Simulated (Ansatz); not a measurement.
CoSn3: which magnetic state is lowest?

The calculation used DFT PBEsol, scalar-relativistic, plane waves, PAW in Ansatz 0.2.0.

```cif
data_structure
_symmetry_space_group_name_H-M 'P 1'
_symmetry_Int_Tables_number 1
_cell_length_a 4.3977
_cell_length_b 4.3977
_cell_length_c 4.3977
_cell_angle_alpha 90.000
_cell_angle_beta 90.000
_cell_angle_gamma 90.000
_cell_volume 85.05
loop_
_atom_site_label
_atom_site_type_symbol
_atom_site_fract_x
_atom_site_fract_y
_atom_site_fract_z
_atom_site_occupancy
Sn1 Sn 0.00000 0.50000 0.50000 1
Sn2 Sn 0.50000 0.00000 0.50000 1
Sn3 Sn 0.50000 0.50000 0.00000 1
Co1 Co 0.00000 0.00000 0.00000 1
```

The plane-wave cutoff is 420 eV. The Γ-centred k-mesh is 10×10×10 and the occupation rule is Gaussian smearing, 0.1 eV. The list of starting moments (μB, in atom order) is 0 0 0 2 and the check for lower electronic states after the SCF is off.

Each order was relaxed in cell and atoms. A propagation vector, in units of the reciprocal vectors, doubles the cell, which takes an equally dense mesh. Site moments are spin moments in atom-centred spheres that scale with the neighbour distance. The states are those that the runs reached from these starts; a lower one can exist.

Q: Starts tried: no spin; ferromagnetic; antiferromagnetic, doubled cell, propagation vector (0, 0, 1/2). Which state comes out lowest, and what are the moments?

A: The lowest state is antiferromagnetic, reached from the start “antiferromagnetic, doubled cell, propagation vector (0, 0, 1/2)”, with site moments (μB) Co +1.46, Co -1.46.

| start | ends | energy above lowest (meV/atom) | site moments (μB) | gap on mesh (eV) | volume (Å³/atom) |
| --- | --- | --- | --- | --- | --- |
| no spin | non-magnetic | 28.1 | none over 0.05 | metal | 20.89 |
| ferromagnetic | ferromagnetic | 10.2 | Co +1.33 | metal | 21.26 |
| antiferromagnetic, doubled cell, propagation vector (0, 0, 1/2) | antiferromagnetic | 0.00 | Co +1.46, Co -1.46 | metal | 21.30 |

Cost: 3 runs of about 8.6 core-minutes in all, on AMD EPYC 7R43 (Zen 3) (shared hosts).